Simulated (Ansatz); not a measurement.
# Ti-49 nuclear quadrupole resonance in TiP₂PbO₈

Cell: a computed structure from the Materials Project (it need not be an observed phase), atoms as given.

```cif
data_structure
_symmetry_space_group_name_H-M 'P 1'
_symmetry_Int_Tables_number 1
_cell_length_a 8.8354
_cell_length_b 8.8354
_cell_length_c 8.3208
_cell_angle_alpha 114.808
_cell_angle_beta 114.808
_cell_angle_gamma 34.451
_cell_volume 330.10
loop_
_atom_site_label
_atom_site_type_symbol
_atom_site_fract_x
_atom_site_fract_y
_atom_site_fract_z
_atom_site_occupancy
Ti1 Ti 0.00000 0.50000 0.00000 1
Ti2 Ti 0.50000 0.00000 0.50000 1
P3 P 0.38253 0.90523 0.75809 1
P4 P 0.09477 0.61747 0.74191 1
P5 P 0.61747 0.09477 0.24191 1
P6 P 0.90523 0.38253 0.25809 1
Pb7 Pb 0.32703 0.67297 0.25000 1
Pb8 Pb 0.67297 0.32703 0.75000 1
O9 O 0.62612 0.70880 0.89967 1
O10 O 0.29120 0.37388 0.60033 1
O11 O 0.37388 0.29120 0.10033 1
O12 O 0.70880 0.62612 0.39967 1
O13 O 0.33728 0.76309 0.61268 1
O14 O 0.23691 0.66272 0.88732 1
O15 O 0.66272 0.23691 0.38732 1
O16 O 0.76309 0.33728 0.11268 1
O17 O 0.12713 0.17015 0.85361 1
O18 O 0.82985 0.87287 0.64639 1
O19 O 0.87287 0.82985 0.14639 1
O20 O 0.17015 0.12713 0.35361 1
O21 O 0.44743 0.98068 0.68638 1
O22 O 0.01932 0.55257 0.81362 1
O23 O 0.55257 0.01932 0.31362 1
O24 O 0.98068 0.44743 0.18638 1
```

Atoms are numbered from 1 in the order listed; like atoms form one site, named after its first atom.

Computed with Ansatz: DFT, PBE, plane waves and PAW, scalar-relativistic, 420 eV cutoff, Γ-centred 5×5×3 k-points, Fermi–Dirac smearing 0.02 eV.

Ti-49: I = 7/2, Q = 247.0 mb (year-2017 value). Static lattice, zero field.

**Question.** The simulated lines lie at 2.03, 3.77, 5.70 MHz. What are |C_Q|, η and |V_zz| at Ti?

**Answer.** For I = 7/2 and η = 0 the lines are |C_Q|/14 times 1, 2 and 3; η shifts the lowest up most. Here |C_Q| = 26.7 MHz, η = 0.14 and |V_zz| = 4.46 × 10²¹ V/m². The calculation gives V_zz negative; the lines don't show the sign. The site has 6 O at 1.90–2.00 Å.
